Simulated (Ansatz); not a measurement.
Relaxed-ion elastic tensor of In₂O₃ (La2O3 or Ni2Al3 type, P-3m1) in GPa (Voigt order), r²SCAN+D4 (plane waves, PAW; program Ansatz); density 7.53 g/cm³, 12.25 Å³ per atom.

```
      1      2    3      4     5     6
-  ----  -----  ---  -----  ----  ----
1   279    182  124   60.2   0.0   0.0
2   182    279  124  -60.2   0.0   0.0
3   124    124  144    0.0   0.0   0.0
4  60.2  -60.2  0.0   67.3   0.0   0.0
5   0.0    0.0  0.0    0.0  67.3  60.2
6   0.0    0.0  0.0    0.0  60.2  48.7
```

Q: Is the crystal mechanically stable?

A: No: the smallest eigenvalue of C is -4.0 GPa.

The start of the workflow was typed in or built on a structure type; neither database checked (COD, Materials Project) lists it. It is not the phase usual at ambient conditions (space group No. 206). The r²SCAN+D4 relaxation kept the symmetry of its start. At this level the phase is mechanically unstable. The volume moved by -25 % from the start of the relaxation.

Potentials: the earlier of the program's two PAW sets.
